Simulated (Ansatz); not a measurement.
MoPt (L1₀ or tetragonal B2, P4/mmm) at seven volumes, PBE (plane waves, PAW; program Ansatz), shape and atoms relaxed at each. One row is withheld.

```csv
V (Å³/atom),P (GPa)
14.023,32.08
14.485,19.47
14.948,?
15.410,-0.01
15.872,-7.46
16.334,-13.71
16.797,-18.93
```

Question: Fit the shown pressures and predict the withheld one.

Answer: Third-order Birch–Murnaghan: P = (3/2)B₀(x^(7/2) − x^(5/2))[1 + (3/4)(B′ − 4)(x − 1)] with x = (V₀/V)^(2/3). Least squares on the six rows gives V₀ = 15.409 Å³/atom, B₀ = 270.6 GPa, B′ = 4.85. At V = 14.948, x = 1.0205 and P = 8.85 GPa. The run itself gave 8.89 GPa.

The start of the workflow was typed in or built on a structure type; neither database checked (COD, Materials Project) lists it. Its standing as an ambient phase is unchecked. The cell was relaxed with PBE under the symmetry of its start; whether a distortion lowers the energy is not shown. No spin polarisation was allowed. Scalar-relativistic: spin–orbit coupling is off unless named, which matters more the heavier the elements.

Potentials: the later of the program's two PAW sets.
